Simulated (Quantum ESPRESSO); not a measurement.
## Mg2AlClS3 (finding a planted mistake in a log)

Simulated, not a measurement. The program is pw.x of Quantum ESPRESSO 7.5 (plane-wave density functional theory). The cell is made up: 7 atoms on a zincblende/diamond lattice with one site empty, with randomly drawn elements, strain and displacements, not relaxed. PseudoDojo standard norm-conserving files (v0.5 for PBE, v0.4.1 for LDA and PBEsol) set the functional; there is no spin polarisation, spin-orbit coupling or dispersion term, and the masses in the input are unused placeholders.

Intended input:

```
&control calculation='scf', pseudo_dir='./dojo.nc.sr.pbe.v0_5.standard.upf', outdir='./o', disk_io='medium', tprnfor=.true., tstress=.true. /
&system ibrav=0, nat=7, ntyp=4, nbnd=30, ecutwfc=84.00895049, nosym=.true., tot_charge=0,
 occupations='smearing', smearing='fd', degauss=0.0018374661
/
&electrons conv_thr=7.350e-09, electron_maxstep=60, /
ATOMIC_SPECIES
Al 1.0 Al.upf
Cl 1.0 Cl.upf
Mg 1.0 Mg.upf
S 1.0 S.upf
CELL_PARAMETERS angstrom
5.3886 -0.014 0.0898
-0.014 5.3826 -0.0276
0.0898 -0.0276 5.3387
ATOMIC_POSITIONS angstrom
Mg 0.072 0.0807 0.0346
Al 0.0289 2.7347 2.6898
Mg 2.804 -0.0001 2.7623
Cl 1.4216 1.4199 1.3202
S 1.3465 3.9868 4.0175
S 4.0716 1.3725 4.0188
S 4.0432 3.9164 1.3415
K_POINTS automatic
4 4 4 1 1 1
```

The log is shortened where brackets say so; the opening notice, blank lines, dates and the lines on written files are dropped, and the path of the files is cut. It prints rydbergs, bohrs and kilobars, and counts compression as positive stress. Where no state is partly filled, the Fermi energy that it prints is only some level between the filled and the empty states on the mesh, and need not lie in the true gap.

Log of the intended run:

```
     Program PWSCF v.7.5
     Parallel version (MPI & OpenMP), running on       1 processor cores
     Number of MPI processes:                 1
     Threads/MPI process:                     1
     [start-up lines left out]
     bravais-lattice index     =            0
     lattice parameter (alat)  =      10.1844  a.u.
     unit-cell volume          =    1044.6340 (a.u.)^3
     number of atoms/cell      =            7
     number of atomic types    =            4
     number of electrons       =        48.00
     number of Kohn-Sham states=           30
     kinetic-energy cutoff     =      84.0090  Ry
     charge density cutoff     =     336.0358  Ry
     scf convergence threshold =      7.3E-09
     mixing beta               =       0.7000
     number of iterations used =            8  plain     mixing
     Exchange-correlation= PBE
                           (   1   4   3   4   0   0   0)
     [axes and pseudopotential details left out]
   Cartesian axes
     site n.     atom                  positions (alat units)
         1        Mg     tau(   1) = (   0.0133596   0.0149739   0.0064200  )
         2        Al     tau(   2) = (   0.0053624   0.5074251   0.4990939  )
         3        Mg     tau(   3) = (   0.5202838  -0.0000186   0.5125463  )
         4        Cl     tau(   4) = (   0.2637787   0.2634633   0.2449639  )
         5        S      tau(   5) = (   0.2498438   0.7397530   0.7454494  )
         6        S      tau(   6) = (   0.7554877   0.2546682   0.7456906  )
         7        S      tau(   7) = (   0.7502181   0.7266902   0.2489161  )
     number of k points=    32  Fermi-Dirac smearing, width (Ry)=  0.0018
                       cart. coord. in units 2pi/alat
        k(    1) = (   0.1232663   0.1261175   0.1247649), wk =   0.0625000
        k(    2) = (   0.1190626   0.1274010   0.3772148), wk =   0.0625000
     [further k points left out]
     Dense  grid:   108689 G-vectors     FFT dimensions: (  60,  60,  60)
     Estimated max dynamical RAM per process >     129.13 MB
     Initial potential from superposition of free atoms
     starting charge      47.9958, renormalised to      48.0000
     Starting wfcs are   30 randomized atomic wfcs
     total cpu time spent up to now is        8.3 secs
     per-process dynamical memory:    91.9 Mb
     Self-consistent Calculation
     iteration #  1     ecut=    84.01 Ry     beta= 0.70
     Davidson diagonalization with overlap
     ethr =  1.00E-02,  avg # of iterations =  4.8
     Threshold (ethr) on eigenvalues was too large:
     Diagonalizing with lowered threshold
     Davidson diagonalization with overlap
     ethr =  9.75E-04,  avg # of iterations =  1.0
     total cpu time spent up to now is       41.0 secs
     total energy              =    -341.50903446 Ry
     estimated scf accuracy    <       0.45782386 Ry
     iteration #  2     ecut=    84.01 Ry     beta= 0.70
     Davidson diagonalization with overlap
     ethr =  9.54E-04,  avg # of iterations =  4.1
     total cpu time spent up to now is       60.4 secs
     total energy              =    -341.62298651 Ry
     estimated scf accuracy    <       0.13773957 Ry
     [iterations 3 to 7 left out]
     iteration #  8     ecut=    84.01 Ry     beta= 0.70
     Davidson diagonalization with overlap
     ethr =  1.14E-09,  avg # of iterations =  2.0
     total cpu time spent up to now is      197.5 secs
     total energy              =    -341.65353615 Ry
     estimated scf accuracy    <       0.00000007 Ry
     iteration #  9     ecut=    84.01 Ry     beta= 0.70
     Davidson diagonalization with overlap
     ethr =  1.54E-10,  avg # of iterations =  2.0
     total cpu time spent up to now is      214.0 secs
     End of self-consistent calculation
     [lines on levels left out]
     the Fermi energy is     5.7329 ev
!    total energy              =    -341.65353617 Ry
     estimated scf accuracy    <          4.6E-09 Ry
     smearing contrib. (-TS)   =       0.00000000 Ry
     internal energy E=F+TS    =    -341.65353617 Ry
     The total energy is F=E-TS. E is the sum of the following terms:
     one-electron contribution =    -227.19501218 Ry
     hartree contribution      =     120.25662134 Ry
     xc contribution           =     -62.01668303 Ry
     ewald contribution        =    -172.69846230 Ry
     convergence has been achieved in   9 iterations
     Forces acting on atoms (cartesian axes, Ry/au):
     atom    1 type  3   force =    -0.05380913   -0.01502959   -0.01641849
     atom    2 type  1   force =    -0.04513221    0.03410264    0.01155306
     atom    3 type  3   force =    -0.00516462   -0.03847652   -0.01359117
     atom    4 type  2   force =     0.01349742    0.03336678    0.01501697
     atom    5 type  4   force =     0.01842025   -0.03618836   -0.02424118
     atom    6 type  4   force =     0.04542281    0.04418387    0.02073273
     atom    7 type  4   force =     0.02676549   -0.02195882    0.00694807
     Total force =     0.133663     Total SCF correction =     0.000159
     Computing stress (Cartesian axis) and pressure
          total   stress  (Ry/bohr**3)                   (kbar)     P=       36.76
   0.00025640   0.00003754  -0.00001968           37.72        5.52       -2.89
   0.00003754   0.00020304   0.00021809            5.52       29.87       32.08
  -0.00001968   0.00021809   0.00029023           -2.89       32.08       42.69
     init_run     :      6.80s CPU      8.17s WALL (       1 calls)
     electrons    :    191.53s CPU    205.69s WALL (       1 calls)
     forces       :      2.74s CPU      2.79s WALL (       1 calls)
     stress       :     11.34s CPU     11.41s WALL (       1 calls)
     [timing details left out]
     PWSCF        :   3m32.63s CPU   3m48.68s WALL
     JOB DONE.
```

A second run was made from an input with one planted mistake. Its log:

```
     Program PWSCF v.7.5
     Parallel version (MPI & OpenMP), running on       1 processor cores
     Number of MPI processes:                 1
     Threads/MPI process:                     1
     [start-up lines left out]
     bravais-lattice index     =            0
     lattice parameter (alat)  =      10.1844  a.u.
     unit-cell volume          =    1044.6340 (a.u.)^3
     number of atoms/cell      =            7
     number of atomic types    =            4
     number of electrons       =        49.00
     number of Kohn-Sham states=           31
     kinetic-energy cutoff     =      84.0090  Ry
     charge density cutoff     =     336.0358  Ry
     scf convergence threshold =      7.3E-09
     mixing beta               =       0.7000
     number of iterations used =            8  plain     mixing
     Exchange-correlation= PBE
                           (   1   4   3   4   0   0   0)
     [axes and pseudopotential details left out]
   Cartesian axes
     site n.     atom                  positions (alat units)
         1        Mg     tau(   1) = (   0.0133596   0.0149739   0.0064200  )
         2        Al     tau(   2) = (   0.0053624   0.5074251   0.4990939  )
         3        Mg     tau(   3) = (   0.5202838  -0.0000186   0.5125463  )
         4        Cl     tau(   4) = (   0.2637787   0.2634633   0.2449639  )
         5        S      tau(   5) = (   0.2498438   0.7397530   0.7454494  )
         6        S      tau(   6) = (   0.7554877   0.2546682   0.7456906  )
         7        S      tau(   7) = (   0.7502181   0.7266902   0.2489161  )
     number of k points=    32  Fermi-Dirac smearing, width (Ry)=  0.0018
                       cart. coord. in units 2pi/alat
        k(    1) = (   0.1232663   0.1261175   0.1247649), wk =   0.0625000
        k(    2) = (   0.1190626   0.1274010   0.3772148), wk =   0.0625000
     [further k points left out]
     Dense  grid:   108689 G-vectors     FFT dimensions: (  60,  60,  60)
     Estimated max dynamical RAM per process >     130.18 MB
     Initial potential from superposition of free atoms
     starting charge      47.9958, renormalised to      49.0000
     Starting wfcs are   30 randomized atomic wfcs +    1 random wfcs
     total cpu time spent up to now is        7.1 secs
     per-process dynamical memory:    92.5 Mb
     Self-consistent Calculation
     iteration #  1     ecut=    84.01 Ry     beta= 0.70
     Davidson diagonalization with overlap
     ethr =  1.00E-02,  avg # of iterations =  5.0
     total cpu time spent up to now is       26.9 secs
     total energy              =    -340.91936518 Ry
     estimated scf accuracy    <       0.55154877 Ry
     iteration #  2     ecut=    84.01 Ry     beta= 0.70
     Davidson diagonalization with overlap
     ethr =  1.13E-03,  avg # of iterations =  4.4
     total cpu time spent up to now is       47.1 secs
     total energy              =    -341.07371223 Ry
     estimated scf accuracy    <       0.23278628 Ry
     [iterations 3 to 8 left out]
     iteration #  9     ecut=    84.01 Ry     beta= 0.70
     Davidson diagonalization with overlap
     ethr =  2.09E-10,  avg # of iterations =  2.1
     total cpu time spent up to now is      185.6 secs
     total energy              =    -341.12290801 Ry
     estimated scf accuracy    <       0.00000001 Ry
     iteration # 10     ecut=    84.01 Ry     beta= 0.70
     Davidson diagonalization with overlap
     ethr =  2.81E-11,  avg # of iterations =  2.5
     total cpu time spent up to now is      202.1 secs
     End of self-consistent calculation
     [lines on levels left out]
     the Fermi energy is     7.4748 ev
!    total energy              =    -341.12290801 Ry
     estimated scf accuracy    <          1.5E-09 Ry
     smearing contrib. (-TS)   =      -0.00045569 Ry
     internal energy E=F+TS    =    -341.12245232 Ry
     The total energy is F=E-TS. E is the sum of the following terms:
     one-electron contribution =    -225.88786136 Ry
     hartree contribution      =     120.11617465 Ry
     xc contribution           =     -62.65230331 Ry
     ewald contribution        =    -172.69846230 Ry
     convergence has been achieved in  10 iterations
     Forces acting on atoms (cartesian axes, Ry/au):
     atom    1 type  3   force =    -0.04358435   -0.00476042   -0.01315436
     atom    2 type  1   force =    -0.03168369    0.01885699    0.00620922
     atom    3 type  3   force =    -0.01279324   -0.02802286   -0.01707069
     atom    4 type  2   force =     0.02614278    0.01467729    0.00033127
     atom    5 type  4   force =     0.02078556   -0.02234112   -0.01174701
     atom    6 type  4   force =     0.02912053    0.03063846    0.03129972
     atom    7 type  4   force =     0.01201241   -0.00904833    0.00413184
     Total force =     0.098547     Total SCF correction =     0.000093
     Computing stress (Cartesian axis) and pressure
          total   stress  (Ry/bohr**3)                   (kbar)     P=      148.89
   0.00100223   0.00001623  -0.00001281          147.43        2.39       -1.88
   0.00001623   0.00101730   0.00026395            2.39      149.65       38.83
  -0.00001281   0.00026395   0.00101687           -1.88       38.83      149.59
     init_run     :      6.12s CPU      6.95s WALL (       1 calls)
     electrons    :    177.62s CPU    194.99s WALL (       1 calls)
     forces       :      3.25s CPU      3.31s WALL (       1 calls)
     stress       :     10.89s CPU     10.97s WALL (       1 calls)
     [timing details left out]
     PWSCF        :   3m18.15s CPU   3m36.95s WALL
     JOB DONE.
```

Question: what was wrong in the second input?

Answer: the cell has the wrong charge. The input lines that differ, file-writing options aside:

```
- &system ibrav=0, nat=7, ntyp=4, nbnd=30, ecutwfc=84.00895049, nosym=.true., tot_charge=0,
+ &system ibrav=0, nat=7, ntyp=4, nbnd=31, ecutwfc=84.00895049, nosym=.true., tot_charge=-1,
```

```
                                            intended run  run with the mistake
                          free energy (eV)     -4648.433             -4641.214
                    smearing term -TS (eV)        0.0000               -0.0062
                            pressure (GPa)          3.68                 14.89
            largest force component (eV/Å)         1.383                 1.121
largest change of a force component (eV/Å)                               0.481
                                iterations             9                    10
```

For scale, a rerun of the intended cell at 1437 eV and a 6 x 6 x 6 mesh moved values by no more than 0.002 eV in energy, 0.02 GPa in stress and 0.005 eV/Å in force. The charged cell sits in a uniform background, so its energy and stress rest on the program's zero of potential. The number of bands, nbnd, was set by rule from the electron count and the smearing, so it follows the mistake.